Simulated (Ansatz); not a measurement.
Band table of Rb (sc type)

```yaml
crystal:
  lattice:
    - [4.37451, 0.00000, 0.00000]
    - [0.00000, 4.37451, 0.00000]
    - [0.00000, 0.00000, 4.37451]
  atoms:
    - { symbol: Rb, position: [0.00000, 0.00000, 0.00000] }
```

The cell comes from a relaxation on PAW files under the same functional, begun from a prototype that needn't be the stable phase.

Computed with Ansatz 0.2.0; functional LDA, scalar-relativistic. Settings: a Γ-centred 10×10×10 k mesh, Fermi–Dirac smearing of 0.05 eV, no spin polarisation. Methods: LAPW: all electrons, basis error target 1 meV/atom.

Path points, in fractions of the reciprocal vectors: Γ (0.000, 0.000, 0.000), X (0.000, 0.500, 0.000), M (0.500, 0.500, 0.000), R (0.500, 0.500, 0.500). The distance column jumps between branches of the path. Levels in eV from the Fermi level; bands 7 to 12, counted from the lowest band of the run. The gap is zero, the pressure 0.02 GPa.

```
# k(1/Å) point b7 b8 b9 b10 b11 b12
0.000 Γ -12.99 -12.99 -12.99 -2.12 2.22 2.22
0.103 - -13.00 -12.99 -12.99 -2.06 2.22 2.24
0.205 - -13.03 -12.99 -12.99 -1.91 2.17 2.31
0.308 - -13.07 -12.98 -12.98 -1.66 2.00 2.42
0.410 - -13.12 -12.98 -12.98 -1.33 1.67 2.55
0.513 - -13.16 -12.97 -12.97 -0.94 1.21 2.68
0.616 - -13.18 -12.97 -12.97 -0.52 0.72 2.79
0.718 X -13.19 -12.97 -12.97 -0.25 0.42 2.82
0.821 - -13.19 -12.98 -12.97 -0.19 0.43 2.85
0.923 - -13.19 -13.01 -12.97 -0.01 0.47 2.92
1.026 - -13.18 -13.05 -12.96 0.27 0.52 2.99
1.129 - -13.18 -13.09 -12.96 0.58 0.63 2.93
1.231 - -13.17 -13.13 -12.96 0.64 1.04 2.64
1.334 - -13.17 -13.16 -12.95 0.69 1.45 2.46
1.436 M -13.17 -13.17 -12.95 0.71 1.69 2.39
1.581 - -13.16 -13.16 -12.96 0.61 1.40 2.39
1.726 - -13.14 -13.13 -12.96 0.09 1.47 2.37
1.872 - -13.10 -13.10 -12.97 -0.60 1.85 2.33
2.017 - -13.07 -13.06 -12.97 -1.22 2.21 2.29
2.162 - -13.03 -13.02 -12.98 -1.71 2.25 2.30
2.307 - -13.00 -13.00 -12.99 -2.01 2.23 2.25
2.452 Γ -12.99 -12.99 -12.99 -2.12 2.22 2.22
2.630 - -13.00 -13.00 -13.00 -1.96 2.25 2.25
2.807 - -13.03 -13.02 -13.02 -1.51 2.34 2.34
2.985 - -13.06 -13.05 -13.05 -0.80 2.44 2.44
3.163 - -13.09 -13.08 -13.08 0.05 2.38 2.38
3.340 - -13.12 -13.11 -13.11 0.86 2.10 2.10
3.518 - -13.14 -13.13 -13.13 1.47 1.85 1.85
3.696 R -13.14 -13.14 -13.14 1.75 1.75 1.75
3.841 - -13.14 -13.13 -13.13 1.57 1.80 1.82
3.986 - -13.15 -13.11 -13.11 1.22 1.80 2.03
4.131 - -13.16 -13.08 -13.08 0.90 1.40 2.37
4.276 - -13.17 -13.04 -13.04 0.67 0.77 2.84
4.421 - -13.18 -13.01 -13.00 0.23 0.52 3.04
4.566 - -13.19 -12.98 -12.98 -0.13 0.44 2.88
4.711 X -13.19 -12.97 -12.97 -0.25 0.42 2.82
5.727 R -13.14 -13.14 -13.14 1.75 1.75 1.75
5.830 - -13.14 -13.14 -13.13 1.66 1.78 1.78
5.932 - -13.15 -13.15 -13.11 1.44 1.86 1.86
6.035 - -13.15 -13.15 -13.07 1.21 1.99 1.99
6.137 - -13.16 -13.16 -13.03 1.00 2.13 2.13
6.240 - -13.16 -13.16 -12.99 0.84 2.04 2.26
6.343 - -13.17 -13.17 -12.96 0.74 1.78 2.36
6.445 M -13.17 -13.17 -12.95 0.71 1.69 2.39
```
